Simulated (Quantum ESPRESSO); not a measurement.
Al4O4NF, input and log of a self-consistent run

Simulated, not a measurement. The program is pw.x of Quantum ESPRESSO 7.5 (plane-wave density functional theory). The cell is made up: 10 atoms on a corundum lattice, with randomly drawn elements, strain and displacements, not relaxed. PseudoDojo standard norm-conserving files (v0.5 for PBE, v0.4.1 for LDA and PBEsol) set the functional; there is no spin polarisation, spin-orbit coupling or dispersion term, and the masses in the input are unused placeholders.

Input:

```
&control calculation='scf', pseudo_dir='./dojo.nc.sr.pbe.v0_5.standard.upf', outdir='./o', disk_io='medium', tprnfor=.true., tstress=.true. /
&system ibrav=0, nat=10, ntyp=4, nbnd=30, ecutwfc=84.00895049, nosym=.true., tot_charge=0,
 occupations='smearing', smearing='fd', degauss=0.0018374661
/
&electrons conv_thr=7.350e-09, electron_maxstep=60, /
ATOMIC_SPECIES
Al 1.0 Al.upf
F 1.0 F.upf
N 1.0 N.upf
O 1.0 O.upf
CELL_PARAMETERS angstrom
2.4767 1.4818 4.5238
-2.4432 1.4722 4.5083
0.0085 -2.8338 4.4779
ATOMIC_POSITIONS angstrom
Al 0.0375 0.0998 4.7347
Al 0.0897 0.0176 1.9711
Al -0.1113 0.2157 8.7162
Al 0.1595 -0.0293 11.5092
O -0.802 1.5155 7.8587
N -0.6381 -1.3319 7.8005
O 1.6556 0.3744 7.8059
F 0.962 -1.4134 5.7493
O 0.7404 1.6374 5.6366
O -1.6582 -0.2111 5.6193
K_POINTS automatic
5 5 5 1 1 1
```

The log is shortened where brackets say so; the opening notice, blank lines, dates and the lines on written files are dropped, and the path of the files is cut. It prints rydbergs, bohrs and kilobars, and counts compression as positive stress. With no partly filled state, the Fermi energy that it prints is only some level between the filled and the empty states on the mesh, and need not lie in the true gap.

```
     Program PWSCF v.7.5
     Parallel version (MPI & OpenMP), running on       1 processor cores
     Number of MPI processes:                 1
     Threads/MPI process:                     1
     [start-up lines left out]
     bravais-lattice index     =            0
     lattice parameter (alat)  =      10.1404  a.u.
     unit-cell volume          =     644.4731 (a.u.)^3
     number of atoms/cell      =           10
     number of atomic types    =            4
     number of electrons       =        48.00
     number of Kohn-Sham states=           30
     kinetic-energy cutoff     =      84.0090  Ry
     charge density cutoff     =     336.0358  Ry
     scf convergence threshold =      7.3E-09
     mixing beta               =       0.7000
     number of iterations used =            8  plain     mixing
     Exchange-correlation= PBE
                           (   1   4   3   4   0   0   0)
     [axes and pseudopotential details left out]
   Cartesian axes
     site n.     atom                  positions (alat units)
         1        Al     tau(   1) = (   0.0069884   0.0185984   0.8823429  )
         2        Al     tau(   2) = (   0.0167162   0.0032799   0.3673276  )
         3        Al     tau(   3) = (  -0.0207415   0.0401971   1.6243219  )
         4        Al     tau(   4) = (   0.0297239  -0.0054603   2.1448161  )
         5        O      tau(   5) = (  -0.1494580   0.2824235   1.4645211  )
         6        N      tau(   6) = (  -0.1189142  -0.2482084   1.4536751  )
         7        O      tau(   7) = (   0.3085321   0.0697719   1.4546815  )
         8        F      tau(   8) = (   0.1792751  -0.2633965   1.0714204  )
         9        O      tau(   9) = (   0.1379785   0.3051404   1.0504180  )
        10        O      tau(  10) = (  -0.3090166  -0.0393399   1.0471940  )
     number of k points=    63  Fermi-Dirac smearing, width (Ry)=  0.0018
                       cart. coord. in units 2pi/alat
        k(    1) = (  -0.0003734  -0.0010539   0.1191679), wk =   0.0320000
        k(    2) = (  -0.0001434  -0.2507357   0.2008269), wk =   0.0320000
     [further k points left out]
     Dense  grid:    67057 G-vectors     FFT dimensions: (  60,  60,  60)
     Estimated max dynamical RAM per process >      92.69 MB
     Initial potential from superposition of free atoms
     starting charge      47.9902, renormalised to      48.0000
     Starting wfcs are   40 randomized atomic wfcs
     total cpu time spent up to now is        9.5 secs
     per-process dynamical memory:    60.9 Mb
     Self-consistent Calculation
     iteration #  1     ecut=    84.01 Ry     beta= 0.70
     Davidson diagonalization with overlap
     ethr =  1.00E-02,  avg # of iterations =  3.0
     total cpu time spent up to now is       30.2 secs
     total energy              =    -220.71408770 Ry
     estimated scf accuracy    <       2.46443384 Ry
     iteration #  2     ecut=    84.01 Ry     beta= 0.70
     Davidson diagonalization with overlap
     ethr =  5.13E-03,  avg # of iterations =  2.6
     total cpu time spent up to now is       60.4 secs
     total energy              =    -221.33705163 Ry
     estimated scf accuracy    <       2.24992690 Ry
     iteration #  3     ecut=    84.01 Ry     beta= 0.70
     Davidson diagonalization with overlap
     ethr =  4.69E-03,  avg # of iterations =  2.0
     total cpu time spent up to now is       81.1 secs
     total energy              =    -221.75212832 Ry
     estimated scf accuracy    <       0.05336912 Ry
     iteration #  4     ecut=    84.01 Ry     beta= 0.70
     Davidson diagonalization with overlap
     ethr =  1.11E-04,  avg # of iterations =  8.1
     total cpu time spent up to now is      107.0 secs
     total energy              =    -221.77445527 Ry
     estimated scf accuracy    <       0.00653661 Ry
     iteration #  5     ecut=    84.01 Ry     beta= 0.70
     Davidson diagonalization with overlap
     c_bands:  1 eigenvalues not converged
     ethr =  1.36E-05,  avg # of iterations =  7.1
     total cpu time spent up to now is      131.9 secs
     total energy              =    -221.77514668 Ry
     estimated scf accuracy    <       0.00194209 Ry
     [iterations 6 to 8 left out]
     iteration #  9     ecut=    84.01 Ry     beta= 0.70
     Davidson diagonalization with overlap
     ethr =  1.91E-08,  avg # of iterations =  3.1
     total cpu time spent up to now is      202.5 secs
     total energy              =    -221.77523697 Ry
     estimated scf accuracy    <       0.00000402 Ry
     iteration # 10     ecut=    84.01 Ry     beta= 0.70
     Davidson diagonalization with overlap
     ethr =  8.36E-09,  avg # of iterations =  2.0
     total cpu time spent up to now is      220.7 secs
     total energy              =    -221.77523744 Ry
     estimated scf accuracy    <       0.00000020 Ry
     iteration # 11     ecut=    84.01 Ry     beta= 0.70
     Davidson diagonalization with overlap
     ethr =  4.11E-10,  avg # of iterations =  3.9
     total cpu time spent up to now is      241.5 secs
     total energy              =    -221.77523752 Ry
     estimated scf accuracy    <       0.00000003 Ry
     iteration # 12     ecut=    84.01 Ry     beta= 0.70
     Davidson diagonalization with overlap
     ethr =  5.87E-11,  avg # of iterations =  2.0
     total cpu time spent up to now is      264.0 secs
     total energy              =    -221.77523752 Ry
     estimated scf accuracy    <       0.00000001 Ry
     iteration # 13     ecut=    84.01 Ry     beta= 0.70
     Davidson diagonalization with overlap
     ethr =  2.41E-11,  avg # of iterations =  2.0
     total cpu time spent up to now is      281.5 secs
     End of self-consistent calculation
          k =-0.0004-0.0011 0.1192 (  8382 PWs)   bands (ev):
   -19.3029 -11.5733 -10.5408  -9.7106  -8.8638  -3.6531  -2.4015  -1.6132
    -0.5564   1.2947   1.4704   2.0883   2.3993   2.9289   3.0271   4.4619
     4.6993   5.2345   5.4963   5.8967   6.2270   7.5982   8.0167   8.6669
    10.4592  14.2228  14.7330  15.6295  16.4958  16.9851
     [levels at the other k points left out]
     the Fermi energy is     9.2079 ev
!    total energy              =    -221.77523753 Ry
     estimated scf accuracy    <          1.3E-09 Ry
     smearing contrib. (-TS)   =      -0.00000000 Ry
     internal energy E=F+TS    =    -221.77523753 Ry
     The total energy is F=E-TS. E is the sum of the following terms:
     one-electron contribution =     -51.73164868 Ry
     hartree contribution      =      59.12619167 Ry
     xc contribution           =     -60.16499926 Ry
     ewald contribution        =    -169.00478125 Ry
     convergence has been achieved in  13 iterations
     Forces acting on atoms (cartesian axes, Ry/au):
     atom    1 type  1   force =    -0.11280580    0.10840631   -0.09481380
     atom    2 type  1   force =    -0.11506286   -0.07472741    0.10870238
     atom    3 type  1   force =     0.18867119   -0.12784211   -0.06415836
     atom    4 type  1   force =     0.09565451    0.07340682    0.06310051
     atom    5 type  4   force =    -0.10228535    0.04817497   -0.00669401
     atom    6 type  3   force =    -0.01238421   -0.05282387    0.04907405
     atom    7 type  4   force =     0.07192622   -0.05017456    0.02124486
     atom    8 type  2   force =     0.01149531    0.04569238   -0.06351770
     atom    9 type  4   force =     0.02375681   -0.04002748   -0.00525209
     atom   10 type  4   force =    -0.04896581    0.06991495   -0.00768583
     Total force =     0.425205     Total SCF correction =     0.000016
     Computing stress (Cartesian axis) and pressure
          total   stress  (Ry/bohr**3)                   (kbar)     P=      -47.50
  -0.00011579  -0.00015005   0.00009833          -17.03      -22.07       14.46
  -0.00015005  -0.00038253  -0.00072963          -22.07      -56.27     -107.33
   0.00009833  -0.00072963  -0.00047045           14.46     -107.33      -69.21
     init_run     :      8.84s CPU      9.41s WALL (       1 calls)
     electrons    :    261.03s CPU    271.99s WALL (       1 calls)
     forces       :      3.38s CPU      3.44s WALL (       1 calls)
     stress       :     14.24s CPU     14.31s WALL (       1 calls)
     [timing details left out]
     PWSCF        :   4m47.67s CPU   4m59.48s WALL
     JOB DONE.
```

In other units: free energy -3017.406 eV for the cell, pressure -4.75 GPa, largest force component 4.851 eV/Å. A rerun of this cell at 1437 eV and a 7 x 7 x 7 mesh moved values by no more than 0.003 eV in energy, 0.02 GPa in stress and 0.002 eV/Å in force.